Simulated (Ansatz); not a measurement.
# Ansatz 0.2.0, settings compared: H2AuF6

Run with:

```bash
ansatz run input.yaml --threads 1 --pin off --max-ram 2560MiB --backend cpu --events-out ev --progress --plain --runs-dir out
```

input.yaml:

```yaml
crystal:
  lattice:
    - [4.855249, 0.0, 0.0]
    - [-1.020541, 4.771783, 0.0]
    - [-0.059366, -1.001681, 4.819358]
  atoms:
    - { symbol: F, position: [0.0836, 0.7671, 0.6794] }
    - { symbol: F, position: [0.9164, 0.2329, 0.3206] }
    - { symbol: F, position: [0.3057, 0.9531, 0.2026] }
    - { symbol: F, position: [0.6943, 0.0469, 0.7974] }
    - { symbol: Au, position: [0.0, 0.0, 0.0] }
    - { symbol: H, position: [0.5392, 0.4276, 0.5536] }
    - { symbol: H, position: [0.4608, 0.5724, 0.4464] }
    - { symbol: F, position: [0.2282, 0.3219, 0.9101] }
    - { symbol: F, position: [0.7718, 0.6781, 0.0899] }
kpoints:
  mp_grid: { grid: [4, 4, 4], shift: [0.5, 0.0, 0.5] }
magnetization:
  spin_polarized: false
scf:
  occupations: { method: cold, width: 0.0413 }
hamiltonian:
  pseudopotentials: { kind: paw }
  xc: r2scan
basis:
  ecutwfc: 500
output:
  forces: true
  stress: true
  eigenvalues: true
```

Origin of the cell: a known structure type with other elements, at an estimated volume, so it need not be a known compound.

Output of this run (shortened):

```
Pseudopotentials: kind: paw
Pseudopotential: F, paw, valence charge 7, recommended cutoff 500 eV (meta_gga), F.paw.azcp
Pseudopotential: Au, paw, valence charge 19, recommended cutoff 500 eV (meta_gga), Au.paw.azcp
Pseudopotential: H, paw, valence charge 1, recommended cutoff 500 eV (meta_gga), H.paw.azcp
Functional definition: r2SCAN
  exchange = r2scan_x(k0 = k0, k1 = k1, a1 = a1)
  correlation = r2scan_c
Crystal: 9 atoms, lattice volume = 111.656 Å³
Basis set: ecut = 500 eV, 2817 PW (Γ), exchange–correlation on 144×144×144 points (64 copies of the dense FFT grid, shifted against one another)
Bands: 41, of which v1, the nominal top of the filled ones, is band 32 counted from 1 (31 counted from 0)
Symmetry: 2 space group operations
[… 10 lines left out …]
Initial density: superposition of atomic densities (neutral atoms: chi_scale 0, normalization atom), corrected by the library's trained network
Functional: x = r2scan, c = r2scan; τ floored in thin density (d = 2e-4 eV/Å³)
SCF iter   1: F=—  HF=-18041.203453 eV  Δρ=1.41e-2  dr2=2.78e-1  dr2_τ=3.47e-1  defer=19
SCF iter   2: F=—  HF=-18041.260740 eV  S|Δr|=    0.00e0  Δρ=6.70e-3  dr2=7.68e-2  dr2_τ=1.26e-3  defer=144
SCF iter   3: F=—  HF=-18041.255053 eV  S|Δr|=    0.00e0  Δρ=3.68e-3  dr2=2.01e-2  dr2_τ=8.23e-4  defer=144
SCF iter   4: F=—  HF=-18041.252769 eV  S|Δr|=    0.00e0  Δρ=1.95e-3  dr2=4.89e-3  dr2_τ=1.01e-4  defer=144
SCF iter   5: F=—  HF=-18041.252376 eV  S|Δr|=    0.00e0  Δρ=1.31e-3  dr2=2.40e-3  dr2_τ=4.46e-5  defer=144
SCF iter   6: F=—  HF=-18041.252037 eV  S|Δr|=    0.00e0  Δρ=8.41e-4  dr2=8.42e-4  dr2_τ=1.98e-5  defer=144
SCF iter   7: F=—  HF=-18041.251868 eV  S|Δr|=    0.00e0  Δρ=2.99e-4  dr2=9.57e-5  dr2_τ=4.39e-6  defer=144
SCF iter   8: F=—  HF=-18041.251870 eV  S|Δr|=    0.00e0  Δρ=1.59e-4  dr2=2.53e-5  dr2_τ=1.06e-6  defer=144
SCF iter   9: F=—  HF=-18041.251870 eV  S|Δr|=    0.00e0  Δρ=8.46e-5  dr2=8.15e-6  dr2_τ=3.24e-7  defer=144
SCF iter  10: F=—  HF=-18041.251869 eV  S|Δr|=    0.00e0  Δρ=3.82e-5  dr2=1.49e-6  dr2_τ=6.27e-8  defer=144
SCF iter  11: F=-18041.251869 eV  HF=-18041.251869 eV  S|Δr|=    0.00e0  Δρ=1.12e-5  dr2=4.77e-8  dr2_τ=1.03e-8
SCF 1 converged in 11 iterations: F = -18041.251869 eV  dr2 = 4.77e-8
SCF converged after 11 iterations
Stability not checked: this state was not tested for a lower state beside it, because cold or Methfessel-Paxton smearing, or corrected tetrahedra, fill the levels in a way that the test cannot read (fill_not_monotonic; […]
Free energy (F): -18041.251869 eV
Harris-Foulkes:  -18041.251869 eV  (|F-HF|=7.51e-8)
Internal energy: -18041.255825 eV  (E = F + TS)
E sigma→0 (E₀):  -18041.253187 eV
Entropy (-TS):   0.003956 eV (0.440 meV/atom)
Fermi energy:    -0.181515 eV
--- Per-component energies (eV) ---
  E_band       = -988.775463
  E_kinetic    = 1855.344902
  E_local      = -8200.707559  (includes V_loc(G=0)·N_el)
  E_nonlocal   = 511.221575
  E_hartree    = 3282.568939
  E_xc         = -702.245554
  E_vxc        = -1016.121928  (∫ρ·V_xc dr)
  E_paw        = -10939.774234  (= ΣΔE_a)
  E_vpaw       = -776.640226  (= ΣTr[D̂ρ^β])
  E_aug_tail   = 0.005448  (compensation charges beyond the density's cutoff)
  E_vtau       = 72.988230  (kinetic-family band-sum trace: ∫τ·v_τ [+ j·A + Jᵃ·Aᵃ] dr)
  E_ewald      = -3847.304670
  E_core_change = -0.364673  (= ΣΔE_core)
  E_smearing   = 0.003956  (= −TS)
  Σ components = -18041.251869   (vs F -18041.251869, Δ=0.00e0)
[… 5 lines left out …]
  atom   5  Au     0.000000     0.000000     0.000000
  atom   6  H     -1.706129     2.547064    -1.688970
  atom   7  H      1.706129    -2.547064     1.688970
  atom   8  F      0.461133     0.944447    -0.266738
  atom   9  F     -0.461133    -0.944447     0.266738
  max |Σ_I F_I| component: 0.00e0 eV/Å
--- Stress (GPa, compression-positive) ---
        3.731130       1.754444      -1.733924
        1.754444       2.245002       1.453680
       -1.733921       1.453677       3.262079
  P = ⅓ Tr σ = 3.0794 GPa (30.794 kbar)
```

The same input was run again with these changes:

1. `basis.ecutrho_ratio` default → 8
2. `scf.n_extra_bands` default → 16; `hamiltonian.hubbard` default → { sites: [{ species: Au, l: d, u_eff: 8.0 }], double_counting: amf }
3. `scf.convergence.dr2_threshold` default → 0.0001
4. `scf.occupations.method` cold → gaussian; `scf.occupations.width` 0.0413 → 0.001

```tsv
run	end	SCF iterations	P (GPa)	max force component (eV/Å)	moment (μB)	ΔE(σ→0) (meV/atom)
base	converged	11	3.08	2.547	–	0
1	converged	11	3.08	2.547	–	0.00
2	converged	17	2.18	2.277	–	–
3	converged	8	3.08	2.546	–	0.00
4	converged	10	3.08	2.545	–	-0.13
```

Energies are compared only where functional, datasets, charge and starting cell are the same.

Caveats of the base run: no moments, though an odd count or open d shells may carry them; no spin-orbit coupling, though heavy elements are present; the k mesh is coarse if the cell is a metal.

Run 3: the SCF threshold is loose for forces; the printed levels are not confirmed.

The base run ran for 12 s on 1 thread of Intel(R) Xeon(R) Platinum 8559C (Emerald Rapids), on a shared host, peak memory 0.69 GiB, from the program's own first density.
